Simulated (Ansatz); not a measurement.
Hf5Ge3:
```cif
data_Ge6Hf10
_chemical_formula_sum 'Hf10 Ge6'
_space_group_name_H-M_alt 'P 1'
_space_group_IT_number 1
_cell_length_a 7.96011
_cell_length_b 7.96011
_cell_length_c 5.52640
_cell_angle_alpha 90.000
_cell_angle_beta 90.000
_cell_angle_gamma 120.000
loop_
_space_group_symop_operation_xyz
  'x, y, z'
loop_
_atom_site_label
_atom_site_type_symbol
_atom_site_fract_x
_atom_site_fract_y
_atom_site_fract_z
_atom_site_occupancy
Hf1 Hf 0.33333 0.66667 0.00000 1
Hf2 Hf 0.66667 0.33333 0.00000 1
Hf3 Hf 0.66667 0.33333 0.50000 1
Hf4 Hf 0.33333 0.66667 0.50000 1
Hf5 Hf 0.25241 0.00000 0.25000 1
Hf6 Hf 0.74759 0.00000 0.75000 1
Hf7 Hf 0.25241 0.25241 0.75000 1
Hf8 Hf 0.74759 0.74759 0.25000 1
Hf9 Hf 0.00000 0.25241 0.25000 1
Hf10 Hf 0.00000 0.74759 0.75000 1
Ge1 Ge 0.61086 0.00000 0.25000 1
Ge2 Ge 0.38914 0.00000 0.75000 1
Ge3 Ge 0.61086 0.61086 0.75000 1
Ge4 Ge 0.38914 0.38914 0.25000 1
Ge5 Ge 0.00000 0.61086 0.25000 1
Ge6 Ge 0.00000 0.38914 0.75000 1
```

Relaxed with r²SCAN.

Question: Tabulate the valence density and the electron localisation function along the shortest Hf–Ge contact (2.72 Å), the program Ansatz at the r²SCAN level (PAW).

Answer: 

| distance from Hf (Å) | density (e/Å³) | ELF |
|---|---|---|
| 0.27 | 25.77 | 0.81 |
| 0.41 | 17.28 | 0.84 |
| 0.54 | 9.90 | 0.82 |
| 0.68 | 4.88 | 0.72 |
| 0.82 | 2.14 | 0.52 |
| 0.95 | 0.91 | 0.27 |
| 1.09 | 0.45 | 0.14 |
| 1.22 | 0.31 | 0.14 |
| 1.36 | 0.30 | 0.26 |
| 1.50 | 0.33 | 0.43 |
| 1.63 | 0.40 | 0.48 |
| 1.77 | 0.50 | 0.44 |
| 1.91 | 0.73 | 0.39 |
| 2.04 | 1.32 | 0.29 |
| 2.18 | 3.20 | 0.15 |
| 2.31 | 9.34 | 0.04 |
| 2.45 | 24.21 | 0.01 |

The density is the valence pseudo-density with augmentation charge, so density and ELF within about 1 Å of a nucleus are not all-electron values.

Space group P6_3/mcm. The workflow started from a Materials Project entry (that database holds measured and hypothetical structures alike); the Crystallography Open Database copy checked does not list it. Whether it is the stable phase at ambient conditions was not checked. Symmetry was held in the r²SCAN relaxation; whether a distortion lowers the energy is not shown. No spin polarisation was allowed. Spin–orbit coupling is left out wherever it is not named.

Potentials: the later of the program's two PAW sets.
